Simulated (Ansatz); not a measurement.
The guess for Sc₄BP₃ was proposed by analogy with related compounds (P4/mmm, No. 123). Its size is a guess.

```yaml
crystal:
  lattice:
    - [3.63000, 0.00000, 0.00000]
    - [0.00000, 3.63000, 0.00000]
    - [0.00000, 0.00000, 10.26000]
  atoms:
    - { symbol: Sc, position: [0.00000, 0.00000, 0.75000] }
    - { symbol: Sc, position: [0.00000, 0.00000, 0.25000] }
    - { symbol: Sc, position: [0.50000, 0.50000, 0.00000] }
    - { symbol: Sc, position: [0.50000, 0.50000, 0.50000] }
    - { symbol: B, position: [0.00000, 0.00000, 0.00000] }
    - { symbol: P, position: [0.00000, 0.00000, 0.50000] }
    - { symbol: P, position: [0.50000, 0.50000, 0.75000] }
    - { symbol: P, position: [0.50000, 0.50000, 0.25000] }
```

These are results of DFT PBE, scalar-relativistic, plane waves, PAW (Ansatz 0.2.0), not measurements. Cutoff 420 eV, Gaussian smearing, Γ-centred meshes. Cell and atoms relax first on a coarse mesh, the cell is then made exact in the group found at 0.06 to 0.08 Å, and last on a converged mesh; the steps can't lower the symmetry of their start. No spin polarisation.

A guess keeps its type if space group and coordination stay and the shape of the cell changes little (axis ratios within about 15 %, angles within 6°); the volume may change.

Q: Will the relaxed cell still be of the starting type?

A: It keeps its type. The symmetry stays P4/mmm (No. 123). The volume per atom grows by 5.8 %, from 16.9 to 17.9 Å³. The shortest distance goes from 2.56 Å (Sc–B and Sc–P) to 2.54 Å (Sc–B). The ratio c/a of the conventional cell changes by a factor of 1.00. Counting neighbours within 15 % of an atom's shortest distance, the start has B 6, P 6, Sc 6 and the end B 6, P 6, Sc 6.

The last run used an 8×8×4 mesh (in the run's order of axes) for its 8-atom cell and Gaussian smearing of 0.10 eV. A later test with randomly moved atoms came back to the same energy, though modes that don't fit the test's cell weren't probed. Another cell of the same search, in Pm, lies 41 meV/atom lower, so this cell isn't the stable form at this level.
